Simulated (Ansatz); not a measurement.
Ansatz 0.2.0, single run: Rh$_{4}$C$_{3}$

Launch command:

```bash
ansatz run input.yaml --threads 1 --pin off --max-ram 2560MiB --backend cpu --events-out ev --progress --plain --runs-dir out
```

Input:

```yaml
crystal:
  lattice:
    - [3.223953, 0.0, 0.0]
    - [-1.611976, 2.792026, 0.0]
    - [-1.611976, 0.930675, 8.06392]
  atoms:
    - { symbol: Rh, position: [0.128, 0.872, 0.384] }
    - { symbol: Rh, position: [0.872, 0.128, 0.616] }
    - { symbol: C, position: [0.217, 0.783, 0.651] }
    - { symbol: C, position: [0.783, 0.217, 0.349] }
    - { symbol: Rh, position: [0.293, 0.707, 0.879] }
    - { symbol: Rh, position: [0.707, 0.293, 0.121] }
    - { symbol: C, position: [0.0, 0.0, 0.0] }
  symmetry: { detect: false }
kpoints:
  mp_grid: { grid: [6, 6, 6], shift: [0, 0, 0] }
magnetization:
  spin_polarized: false
scf:
  occupations: { method: gaussian, width: 0.0262 }
hamiltonian:
  pseudopotentials: { kind: paw }
  xc: pbe
basis:
  ecutwfc: "550 eV"
output:
  forces: true
  stress: true
  eigenvalues: true
```

Origin of the cell: a known structure type with other elements, at an estimated volume, so it need not be a known compound.

Output (shortened):

```
Pseudopotentials: kind: paw
Pseudopotential: Rh, paw, valence charge 17, recommended cutoff 420 eV (normal), Rh.paw.azcp
Pseudopotential: C, paw, valence charge 4, recommended cutoff 420 eV (normal), C.paw.azcp
Functional definition: PBE
  exchange = pbe_x(kappa = kappa, mu = beta*pi^2/3)
  correlation = pbe_c(beta = beta)
Crystal: 7 atoms, lattice volume = 72.586 Å³
Basis set: ecut = 550 eV, 2113 PW (Γ), exchange–correlation on 50×50×128 points (8 copies of the dense FFT grid, shifted against one another)
Bands: 48, of which v1, the nominal top of the filled ones, is band 40 counted from 1 (39 counted from 0)
Symmetry: 1 space group operations
k-points: 112 of 216 (time reversal used)
[… 3 lines left out …]
Initial density: superposition of atomic densities (neutral atoms: chi_scale 0, normalization atom), corrected by the library's trained network
Functional: x = pbe(κ = 0.804, μ = 0.219515), c = pbe(β = 0.066725)
SCF iter   1: F=—  HF=-26359.099824 eV  Δρ=1.48e-2  dr2=1.88e-1  defer=6
SCF iter   2: F=—  HF=-26359.081708 eV  Δρ=7.21e-3  dr2=5.38e-2  defer=100
SCF iter   3: F=—  HF=-26359.074227 eV  Δρ=1.13e-3  dr2=6.09e-4  defer=247
SCF iter   4: F=—  HF=-26359.074152 eV  Δρ=2.43e-4  dr2=8.80e-5  defer=135
SCF iter   5: F=—  HF=-26359.074163 eV  Δρ=8.37e-5  dr2=5.03e-6  defer=244
SCF iter   6: F=—  HF=-26359.074164 eV  Δρ=3.27e-5  dr2=4.85e-7  defer=244
SCF iter   7: F=-26359.074164 eV  HF=-26359.074164 eV  Δρ=6.61e-6  dr2=3.14e-8
SCF 1 converged in 7 iterations: F = -26359.074164 eV  dr2 = 3.14e-8
SCF converged after 7 iterations
Free energy (F): -26359.074164 eV
Harris-Foulkes:  -26359.074164 eV  (|F-HF|=1.39e-9)
Internal energy: -26359.073535 eV  (E = F + TS)
E sigma→0 (E₀):  -26359.073849 eV
Entropy (-TS):   -0.000629 eV (-0.090 meV/atom)
Fermi energy:    21.266455 eV
--- Per-component energies (eV) ---
  E_band       = -373.127938
  E_kinetic    = 2590.095317
  E_local      = -7343.131454  (includes V_loc(G=0)·N_el)
  E_nonlocal   = 1507.264652
  E_hartree    = 2643.281052
  E_xc         = -1040.247977
  E_vxc        = -1304.612593  (∫ρ·V_xc dr)
  E_paw        = -14648.804943  (= ΣΔE_a)
  E_vpaw       = -1109.306348  (= ΣTr[D̂ρ^β])
  E_aug_tail   = 0.001279  (compensation charges beyond the density's cutoff)
  E_ewald      = -10067.531460
  E_smearing   = -0.000629  (= −TS)
  Σ components = -26359.074164   (vs F -26359.074164, Δ=0.00e0)
--- Forces (eV/Å), atoms counted from 1 ---
  atom   1  Rh     0.000004    -0.000007    -0.463348
  atom   2  Rh    -0.000004     0.000007     0.463349
  atom   3  C      0.000003    -0.000005    -0.727530
  atom   4  C     -0.000003     0.000005     0.727530
  atom   5  Rh     0.000000     0.000000     1.469204
  atom   6  Rh     0.000000    -0.000000    -1.469206
  atom   7  C      0.000000     0.000000     0.000001
  max |Σ_I F_I| component: 4.50e-7 eV/Å
--- Stress (GPa, compression-positive) ---
       47.897471      -0.000019      -0.000005
       -0.000019      47.897411       0.000006
       -0.000005       0.000006      57.152934
  P = ⅓ Tr σ = 50.9826 GPa (509.826 kbar)
```

Caveats: no moments, though an odd count or open d shells may carry them; the given cell is far from equilibrium, with atoms too close or a volume far off; the k mesh is coarse if the cell is a metal.

Time: 21 s of wall time on 1 CPU thread(s) of a shared host, from the program's own first density.
